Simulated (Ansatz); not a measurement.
Relaxed-ion elastic tensor of SnSe (zinc blende, F-43m) in GPa (Voigt order), the program Ansatz at the PBEsol level (PAW); density 4.44 g/cm³, 37.00 Å³ per atom.

```
      1     2     3      4      5      6
-  ----  ----  ----  -----  -----  -----
1  29.3  32.8  32.8    0.0    0.0    0.0
2  32.8  29.3  32.8    0.0    0.0    0.0
3  32.8  32.8  29.3    0.0    0.0    0.0
4   0.0   0.0   0.0  -13.1    0.0    0.0
5   0.0   0.0   0.0    0.0  -13.1    0.0
6   0.0   0.0   0.0    0.0    0.0  -13.1
```

Is the crystal mechanically stable?

No: the smallest eigenvalue of C is -13.1 GPa.

The start of the workflow was typed in or built on a structure type; neither database checked (COD, Materials Project) lists it. It is not the phase usual at ambient conditions (space group No. 62). Symmetry was held in the PBEsol relaxation. At this level the phase is mechanically unstable. As this level gives no gap, shear constants depend on the k-mesh and smearing (Fermi–Dirac, 0.1 eV here). Scalar-relativistic: spin–orbit coupling is off unless named, which matters more the heavier the elements.

Potentials: the earlier of the program's two PAW sets. The files were generated under PBE; for other functionals the program regenerates the frozen cores, and for LDA and PBEsol the local potential too.
